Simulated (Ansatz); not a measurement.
## Zn5CdO6 (P-4m2) at 2 levels of theory

One geometry, relaxed with PBE; plane waves with PAW potentials in Ansatz, scalar-relativistic. No spin polarisation. Gaps are the least over mesh and band path; pressure is positive in compression.

```xyz
12
Lattice="3.3129 0.0000 0.0000 0.0000 3.3129 0.0000 0.0000 0.0000 14.1938" Properties=species:S:1:pos:R:3 pbc="T T T"
Zn    0.0000    0.0000    9.3557
Zn    1.6564    1.6564   11.6131
Zn    1.6564    1.6564    2.5806
Zn    0.0000    0.0000    4.8381
Zn    1.6564    1.6564    7.0969
Cd    0.0000    0.0000    0.0000
O     1.6564    0.0000   10.4829
O     0.0000    1.6564   12.7355
O     1.6564    0.0000    1.4583
O     0.0000    1.6564    3.7108
O     1.6564    0.0000    5.9680
O     0.0000    1.6564    8.2258
```

| level | cutoff (eV) | k mesh | gap (eV) | pressure (GPa) |
| --- | --- | --- | --- | --- |
| PBE | 420 | 10×10×4 | 0.36 | 0.0 |

What comes out on the same cell with PBEsol?

| level | cutoff (eV) | k mesh | gap (eV) | pressure (GPa) |
| --- | --- | --- | --- | --- |
| PBEsol | 420 | 10×10×4 | 0.27 | -5.7 |

The cell was found from a structure generator's guess, not taken from experiment.
